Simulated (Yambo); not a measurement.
Absorption of Na2CO3 (space group C2/m, No. 12) with and without the electron-hole interaction (Yambo, PBEsol bands; 4×4×4 mesh, 15 valence and 8 conduction bands, static screening with 96 bands and a 3 Ry block, scissor 2.85 eV, Tamm-Dancoff; field along x). Axes are Cartesian, with cell vectors (Å) (4.59, -2.64, 0.00), (4.59, 2.64, 0.00), (-0.62, 0.00, 6.25).

| E (eV) | Im ε, BSE | Im ε, independent quasiparticles |
|---|---|---|
| 3.00 | 0.02 | 0.01 |
| 3.10 | 0.03 | 0.01 |
| 3.20 | 0.03 | 0.01 |
| 3.30 | 0.03 | 0.01 |
| 3.40 | 0.03 | 0.01 |
| 3.50 | 0.03 | 0.01 |
| 3.60 | 0.03 | 0.01 |
| 3.70 | 0.04 | 0.01 |
| 3.80 | 0.04 | 0.01 |
| 3.90 | 0.04 | 0.01 |
| 4.00 | 0.04 | 0.01 |
| 4.10 | 0.05 | 0.01 |
| 4.20 | 0.05 | 0.01 |
| 4.30 | 0.05 | 0.02 |
| 4.40 | 0.06 | 0.02 |
| 4.50 | 0.06 | 0.02 |
| 4.60 | 0.07 | 0.02 |
| 4.70 | 0.08 | 0.02 |
| 4.80 | 0.08 | 0.02 |
| 4.90 | 0.09 | 0.02 |
| 5.00 | 0.10 | 0.02 |
| 5.10 | 0.12 | 0.02 |
| 5.20 | 0.13 | 0.02 |
| 5.30 | 0.15 | 0.02 |
| 5.40 | 0.18 | 0.02 |
| 5.50 | 0.21 | 0.03 |
| 5.60 | 0.25 | 0.03 |
| 5.70 | 0.32 | 0.03 |
| 5.80 | 0.43 | 0.03 |
| 5.90 | 0.60 | 0.03 |
| 6.00 | 0.81 | 0.03 |
| 6.10 | 1.01 | 0.03 |
| 6.20 | 1.47 | 0.04 |
| 6.30 | 2.19 | 0.04 |
| 6.40 | 2.98 | 0.04 |
| 6.50 | 4.51 | 0.05 |
| 6.60 | 5.00 | 0.05 |
| 6.70 | 4.02 | 0.05 |
| 6.80 | 4.12 | 0.06 |
| 6.90 | 4.46 | 0.07 |
| 7.00 | 3.44 | 0.08 |
| 7.10 | 2.70 | 0.09 |
| 7.20 | 2.72 | 0.10 |
| 7.30 | 2.81 | 0.12 |
| 7.40 | 2.66 | 0.13 |
| 7.50 | 2.83 | 0.14 |
| 7.60 | 2.25 | 0.15 |
| 7.70 | 1.61 | 0.20 |
| 7.80 | 1.31 | 0.27 |
| 7.90 | 1.31 | 0.35 |
| 8.00 | 1.40 | 0.38 |
| 8.10 | 1.46 | 0.46 |
| 8.20 | 1.51 | 0.53 |
| 8.30 | 1.63 | 0.56 |
| 8.40 | 1.60 | 0.67 |
| 8.50 | 1.45 | 0.84 |
| 8.60 | 1.33 | 1.01 |
| 8.70 | 1.27 | 1.08 |
| 8.80 | 1.27 | 1.27 |
| 8.90 | 1.23 | 1.39 |
| 9.00 | 1.19 | 1.40 |
| 9.10 | 1.19 | 1.37 |
| 9.20 | 1.23 | 1.58 |
| 9.30 | 1.16 | 2.07 |
| 9.40 | 1.15 | 2.91 |
| 9.50 | 1.23 | 3.69 |
| 9.60 | 1.23 | 4.06 |
| 9.70 | 1.07 | 4.81 |
| 9.80 | 0.92 | 5.89 |
| 9.90 | 0.84 | 6.28 |

The scissor comes from a G0W0 run whose convergence isn't established. Broadening 0.15 eV. The band window holds all transitions up to 12.5 eV. Fine structure above the onset can come from the mesh.

Geometry of the Materials Project entry, not relaxed at this level; primitive cell a = 5.2951 Å, b = 5.2951 Å, c = 6.2852 Å, α = 94.93°, β = 94.93°, γ = 59.88°.
